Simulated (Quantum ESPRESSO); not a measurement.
# Planted mistakes on one cell of Si3O4FN

These are calculations, not measurements. They come from pw.x of Quantum ESPRESSO 7.5, a plane-wave density functional program, with PseudoDojo standard norm-conserving files (v0.5 for PBE, v0.4.1 for LDA and PBEsol). The cells are made up: elements, strain and atom displacements were drawn at random, and nothing was relaxed. There is no spin polarisation, spin-orbit coupling or dispersion term.

The cell has 9 sites of a quartz lattice. Sites 1 to 3 hold Si Si Si; sites 4 to 9 hold O O F O N O. Cell vectors in Å: (5.069, 0.062, -0.005); (-2.481, 4.327, 0.023); (-0.005, 0.026, 5.499). Settings: PBE, cutoff 1143 eV, 5 x 5 x 4 k mesh shifted by half a step, Fermi-Dirac smearing of 0.025 eV.

The intended run has a self-consistency threshold of 1e-07 eV, a smearing term of 0.000 eV, a pressure of 0.61 GPa and 12 iterations. Each further run changes one thing: all lengths scaled by 0.9873; atoms of sites 5 and 6 exchanged; cutoff 607 eV; files of LDA; one electron added; smearing 0.83 eV; threshold 0.04 eV. A coarse mesh keeps the shift, and a charged cell sits in a uniform background.

```
run  change of free energy (eV)  smearing term -TS (eV)  change of P (GPa)  largest change of a force component (eV/Å)  iterations
  A                       0.112                   0.000               6.82                                       0.455          12
  B                      -0.373                  -1.387               2.40                                       0.875          12
  C                       7.815                  -0.003              22.61                                       2.348          12
  D                       8.354                   0.000             -43.42                                       0.133          12
  E                      -0.160                   0.000              -0.17                                       7.147          12
  F                       2.206                   0.000              -7.49                                       0.306          12
  G                       0.006                   0.000               1.77                                       0.090           5
```

A rerun of the intended cell at 1437 eV and k mesh 7 x 7 x 6 moved values by no more than 0.002 eV in the cell's energy, 0.02 GPa in stress and 0.002 eV/Å in force.

Question: which change belongs to which run?

## Worked reading

Run G has the fewest iterations, as a run stopped early does. Run B has the largest smearing term, as wide smearing gives. Run D has a higher energy and the largest fall in pressure, as too small a basis gives. Run A changes the volume by a factor of 0.9624; minus its pressure change over the logarithm of that factor, 178 GPa, is a rough bulk modulus with clamped atoms. Energies from files of another functional, or of a charged cell, have another zero and say nothing on stability; the pressure of a charged cell rests on the program's zero of potential too.

## Key

```
run                            change
  A      all lengths scaled by 0.9873
  B                  smearing 0.83 eV
  C                one electron added
  D                     cutoff 607 eV
  E  atoms of sites 5 and 6 exchanged
  F                      files of LDA
  G                 threshold 0.04 eV
```